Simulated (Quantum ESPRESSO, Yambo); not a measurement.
**Quasiparticle gap of SiO2**

SiO$_{2}$ is modelled in the hexagonal space group P6₃22 (No. 182), Pearson symbol hP12. Cell: a = 5.0691 Å, b = 5.0691 Å, c = 8.5585 Å, α = 90.00°, β = 90.00°, γ = 120.00°. O1 on 6g sees 2 Si at 1.609 Å (bent). O2 on 2c is surrounded by 2 Si at 1.602 Å (linear). Si on 4f has 4 O at 1.602–1.609 Å (tetrahedral). (Neighbours: up to the widest gap in distance over summed covalent radii, below 1.35, at either atom.)

The geometry is that of Materials Project entry mp-559091, symmetrised and not relaxed again.

Starting point: PBEsol (pw.x of Quantum ESPRESSO, ONCV potentials, without SOC). G0W0 in Yambo: 3×3×2 Γ-centred k mesh, 273 bands and a 7 Ry block in the screening, 273 bands in G with the Bruneval-Gonze terminator, plasmon pole fitted at 27.2 eV.

The PBEsol gap along the band path is 5.64 eV and the PBEsol gap between the mesh's edge points ((0, 0.333, 0) → Γ) comes out as 5.68 eV. The G0W0 gap between the same points is 8.51 eV, the PBEsol smallest direct gap on the mesh (at Γ) is 5.68 eV and the G0W0 direct gap at that point is 8.52 eV.

```json
[
 {"k point": "Γ", "band": "VB", "E PBEsol (eV)": "0.00", "E QP (eV)": "-1.88", "shift (eV)": "-1.88", "Z": "0.82"},
 {"k point": "Γ", "band": "CB", "E PBEsol (eV)": "5.68", "E QP (eV)": "6.64", "shift (eV)": "0.96", "Z": "0.89"},
 {"k point": "A", "band": "VB", "E PBEsol (eV)": "-0.17", "E QP (eV)": "-2.07", "shift (eV)": "-1.90", "Z": "0.83"},
 {"k point": "A", "band": "CB", "E PBEsol (eV)": "6.46", "E QP (eV)": "7.52", "shift (eV)": "1.06", "Z": "0.88"},
 {"k point": "(0, 0.333, 0)", "band": "VB", "E PBEsol (eV)": "0.00", "E QP (eV)": "-1.87", "shift (eV)": "-1.87", "Z": "0.82"},
 {"k point": "(0, 0.333, 0)", "band": "CB", "E PBEsol (eV)": "6.93", "E QP (eV)": "8.05", "shift (eV)": "1.12", "Z": "0.88"},
 {"k point": "K", "band": "VB", "E PBEsol (eV)": "-0.11", "E QP (eV)": "-2.01", "shift (eV)": "-1.90", "Z": "0.82"},
 {"k point": "K", "band": "CB", "E PBEsol (eV)": "8.65", "E QP (eV)": "10.18", "shift (eV)": "1.53", "Z": "0.87"},
 {"k point": "H", "band": "VB", "E PBEsol (eV)": "-0.52", "E QP (eV)": "-2.50", "shift (eV)": "-1.98", "Z": "0.82"},
 {"k point": "H", "band": "CB", "E PBEsol (eV)": "8.58", "E QP (eV)": "10.30", "shift (eV)": "1.72", "Z": "0.86"}
]
```

Energies count from the PBEsol valence-band maximum.

Nearest settings tried, and what they do to the gap: 175 bands in W, 175 bands in G: +14 meV; 2 Ry block (73 vectors against 391): +250 meV. Not varied: mesh. So the settings aren't converged at that level.

This is not the ordinary phase of the substance; no match was found in the copy of COD used, and its stability was not checked.
